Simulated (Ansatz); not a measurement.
# Relaxing barium (beta-Sn type)

These are results of DFT, r2SCAN, plane waves (500 eV) with PAW, scalar-relativistic (Ansatz 0.2.0), not measurements. (PAW data from PBE, frozen cores regenerated.)

k-point mesh 8×8×6, Fermi-Dirac smearing 0.1 eV, no spin polarisation. Cell and atoms relax.

Starting structure:

```yaml
crystal:
  lattice:
    - [-3.9169578005, 3.9169578005, 2.1386589591]
    - [3.9169578005, -3.9169578005, 2.1386589591]
    - [3.9169578005, 3.9169578005, -2.1386589591]
  atoms:
    - { symbol: Ba, position: [0.0, 0.0, 0.0] }
    - { symbol: Ba, position: [0.75, 0.25, 0.5] }
hamiltonian:
  xc: r2scan
  pseudopotentials:
    kind: paw
    azcp:
      Ba: "pseudopotentials/Ba.paw.azcp"
basis:
  ecutwfc: 500
  fft_grid_basis: typed
kpoints:
  mp_grid: { grid: [8, 8, 6], shift: [0, 0, 0] }
magnetization:
  spin_polarized: false
scf:
  occupations: { method: fermi_dirac, width: 0.1 }
relax:
  max_steps: 60
  f_tol: 0.01
  cell: {}
output:
  write_density: true
  write_potential: true
  elf: true
  volumetric_format: npy
```

Task: What cell does the relaxation end in?

Result: I4_1/amd with a = 7.620 Å, c = 4.140 Å (c/a = 0.543); 60.10 Å³ per atom against 65.63 at the start (-8.4 %).

Task: How much energy does the relaxation gain?

Result: 11.0 meV per atom.

Path of the relaxation (the plane waves are chosen anew near the end, which can shift the energy a little):

```
step  E − E(final) (meV/atom)  V (Å³/atom)  P (GPa)  max force (eV/Å)
   0                    11.01       65.625    -0.59             0.000
   1                     6.51       64.279    -0.47             0.000
   2                     0.03       59.616     0.06             0.000
   3                    -0.05       60.101     0.00             0.000
   4                     0.00       60.101     0.00             0.000
```

The k-point mesh keeps fewer symmetry operations than the starting structure has, so the cell can leave it.
